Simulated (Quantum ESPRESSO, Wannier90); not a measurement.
**Tight-binding from DFT: PbBrF (P4/nmm)**

```
begin unit_cell_cart
ang
    4.1850600000    0.0000000000    0.0000000000
    0.0000000000    4.1850600000    0.0000000000
    0.0000000000    0.0000000000    7.6623400000
end unit_cell_cart
begin atoms_frac
Pb   0.0000000000  0.5000000000 -0.1906000000
Pb   0.5000000000  0.0000000000  0.1906000000
Br   0.5000000000  0.0000000000 -0.3472700000
Br   0.0000000000  0.5000000000  0.3472700000
F    0.5000000000  0.5000000000  0.0000000000
F    0.0000000000  0.0000000000  0.0000000000
end atoms_frac
```

Materials Project entry mp-23008; symmetrised, unrelaxed at this level. COD (Crystallography Open Database) has an entry of this formula and space group (matched by these alone). Level: PBEsol, spinors with spin-orbit coupling; pw.x of Quantum ESPRESSO at 68 Ry with PseudoDojo potentials, 4×4×4 k-points, Wannier90. Density: 8×8×4 mesh, cold smearing 0.01 Ry.

Bands 33-56 form an isolated set from -4.60 to 0.00 eV relative to the valence-band maximum (on the path) and are turned into 24 Wannier functions by minimising the spread from the start: atomic waves Br 4p, F 2p.

Question: Where do the functions sit, how wide are they and what are they made of?

Answer: 
```
functions  spread (Å²)  nearest atom, distance (Å)  second atom, distance (Å)           weight on atomic waves
---------  -----------  --------------------------  -------------------------  -------------------------------
4                 2.78                     Br 0.15                    Pb 3.14           Br 4p 84 %, Pb 6p 11 %
4                 2.39                     Br 0.03                    Pb 3.21            Br 4p 90 %, Pb 6p 7 %
4                 2.64                     Br 0.14                    Pb 3.14           Br 4p 86 %, Pb 6p 10 %
12                1.79                      F 0.00                    Pb 2.55  F 2p 85 %, Pb 6p 7 %, Pb 6s 7 %
```

Ω_I = 49.22 Å², Ω_total = 52.76 Å²; the interpolated bands follow pw.x to 8.2 meV rms on the path. Only this start was tried; a symmetric start can stop on a saddle, and mixtures of these functions could lower the total by at most Ω_total − Ω_I.
